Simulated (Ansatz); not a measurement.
SnO₂ (rutile)

```xyz
6
Lattice="4.7685 0.0000 0.0000 0.0000 4.7685 0.0000 0.0000 0.0000 3.2114" Properties=species:S:1:pos:R:3 pbc="T T T"
Sn     0.0000     0.0000     0.0000
Sn     2.3843     2.3843     1.6057
O      1.4606     1.4606     0.0000
O      3.8449     0.9237     1.6057
O      0.9237     3.8449     1.6057
O      3.3079     3.3079     0.0000
```

In this cell atom 5 (O, nearest neighbour Sn at 2.066 Å; its periodic images, 3.2 Å or more away, move with it) is moved by s along Cartesian [111], unit vector (0.577, 0.577, 0.577); all other atoms and the cell stay fixed.

Calculation: PBEsol (plane waves to 420 eV, PAW, scalar-relativistic; Ansatz, a first-principles code). k mesh 6×6×8 (Γ-centred), Fermi-Dirac smearing 0.05 eV. F⊥ is the part of the force across the line. SnO2 was relaxed with its symmetry unable to fall. The PAW data are Ansatz's earlier set. 

```csv
s (Å),|F⊥| (eV/Å)
-0.410,1.984
-0.328,1.534
-0.246,1.107
-0.164,…
-0.082,…
0.000,0.000
0.082,…
0.164,…
0.246,1.107
0.328,1.534
0.410,1.984
```

Task: Complete the blanks.

Result: 
- -0.164, |F⊥| (eV/Å): 0.712
- -0.082, |F⊥| (eV/Å): 0.347
- 0.082, |F⊥| (eV/Å): 0.347
- 0.164, |F⊥| (eV/Å): 0.712

(For displaced atoms, the force is minus the slope of the energy, and its curvature is a force constant, which sets phonon frequencies.)
